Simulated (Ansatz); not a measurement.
Be:
```
CELL_PARAMETERS angstrom
      0.00000     2.46533     2.46533
      2.46533     0.00000     2.46533
      2.46533     2.46533     0.00000
ATOMIC_POSITIONS crystal
  Be 0.00000 0.00000 0.00000
  Be 0.25000 0.25000 0.25000
```

Relaxed with r²SCAN. Special points in fractions of this cell's reciprocal vectors: Γ (0.000, 0.000, 0.000); X (0.500, 0.000, 0.500); U (0.625, 0.250, 0.625); K (0.375, 0.375, 0.750); L (0.500, 0.500, 0.500); W (0.500, 0.250, 0.750).

Problem. List the band energies nearest the Fermi level at these points for DFT-r²SCAN in the program Ansatz with PAW potentials.

Solution. In eV from the Fermi level; about four levels below and three above (degenerate sets whole), none deeper than 8.9 eV; … stands for higher levels left out; points with the same levels are listed once.

| k | below | above |
|---|---|---|
| Γ | -7.81 | 5.17 5.17 5.17 |
| X | -2.59 -2.59 | 0.83 0.83 … |
| U | -2.37 -2.00 -1.48 | 1.45 7.07 … |
| L | -4.01 -3.67 | 3.30 3.30 … |
| W | -1.81 -1.81 -0.82 -0.82 | … |

Space group Fd-3m (diamond). The start of the workflow was typed in or built on a structure type; neither database checked (COD, Materials Project) lists it. It is not the phase usual at ambient conditions (space group No. 194). The r²SCAN relaxation kept the symmetry of its start. At this level the phase is mechanically unstable. The volume moved by 16 % from the start of the relaxation.

Potentials: the earlier of the program's two PAW sets.
